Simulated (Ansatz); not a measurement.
Input:

Relaxed Si (diamond):

```
Si
1.0
    0.00000     2.73515     2.73515
    2.73515     0.00000     2.73515
    2.73515     2.73515     0.00000
Si
2
Direct
  0.50000   0.50000   0.50000
  0.75000   0.75000   0.75000
```

Scan: atom 2 (Si, nearest neighbour Si at 2.369 Å; its periodic images, 3.9 Å or more away, move with it) is displaced along Cartesian x, direction (1.000, 0.000, 0.000) in Cartesian axes, by s. The other atoms stay.

Calculation: PBE (plane waves to 420 eV, PAW, scalar-relativistic; Ansatz, a program for electronic structure). k mesh 8×8×8 (Γ-centred), Fermi-Dirac smearing 0.05 eV. E stands for the smeared free energy. As the smearing reaches across the gap at some points, energies and forces of such displacements shift with the k mesh and the smearing. Si was relaxed with its symmetry unable to fall. ΔE is measured from the undisplaced structure.

The scan covers s from -0.710 to 0.710 Å in 11 points.

Q: Is the energy the same for equal positive and negative displacements?

A: Even: the same for both signs. With its periodic images moving along, the atom's site symmetry in this cell is -43m.

Q: What force acts on the atom along the line at s = -0.710 Å?

A: 5.10 eV/Å.

Q: What is the energy change at s = 0.710 Å?

A: 2446 meV/cell.

Q: What is the force constant k = d²E/ds² of this move at s = 0?

A: 12.9 eV/Å².

Q: With two atoms in the cell this is the zone-centre optical mode. What wavenumber follows?

A: 501 cm⁻¹.

(For displaced atoms, the force is minus the slope of the energy, and its curvature is a force constant, which sets phonon frequencies.)
